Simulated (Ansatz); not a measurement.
TiO2 under pressure: fit and missing row

TiO2, Pbcn, a = 4.545 Å, b = 5.514 Å, c = 4.894 Å. This isn't the usual stable structure of the compound. Ansatz: r2SCAN, PAW, 500 eV, Γ-centred 6×4×6 mesh on 12 atoms, Gaussian smearing 0.02 eV; no spin polarisation. Cell and atoms are relaxed at each pressure, and no other structure is tried, so the rows at high pressure may lie past a change of phase.

| V (Å³/atom) | P (GPa) |
| --- | --- |
| ? | 25.00 |
| 9.744 | 12.03 |
| 10.050 | 3.99 |
| 10.176 | 1.00 |
| 10.220 | 0.01 |
| 10.266 | -1.00 |

Take V0 = 10.220 Å³/atom, count pressures from its P0 = 0.01 GPa, fit the third-order Birch–Murnaghan form to the other rows, and predict the missing volume.

With the Eulerian strain f = ½[(V0/V)^(2/3) − 1] and y = (P − P0)/[3f(1 + 2f)^(5/2)], the form is the line y = B0 + 1.5 B0 (B0′ − 4) f. Rows (f, y): 0.01615, 229.1; 0.00562, 229.6; 0.00144, 227.5; -0.00149, 227.6. Means f = 0.005430, y = 228.45; Σ(Δf)² = 0.0001788, ΣΔfΔy = 0.01686; the slope is their ratio. y = 227.9 + 94.31 f GPa, so B0 = 227.9 GPa and B0′ = 4 + 2 × (94.31)/(3 × 227.9) = 4.28. P = 25.00 GPa is met at f = 0.03104 (y = 230.83), so V = V0 (1 + 2f)^(−3/2) = 9.337 Å³/atom. The run gave 9.326 Å³/atom, so the fit is 0.011 Å³/atom too high, 1.2 % of the span of the series, against an rms of 0.0005 Å³/atom on the fitted rows. The row lies outside the fitted range. A fourth-order term fitted to the same rows gives P = 24.52 GPa at this row's volume (the line 25.39, the run 25.00), no gain. With a term in f² added B0′ becomes 4.99, so this figure hangs on the form.

Cost: 6 runs of about 10 core-minutes in all, on AMD EPYC 9R45 (Zen 5) (shared hosts).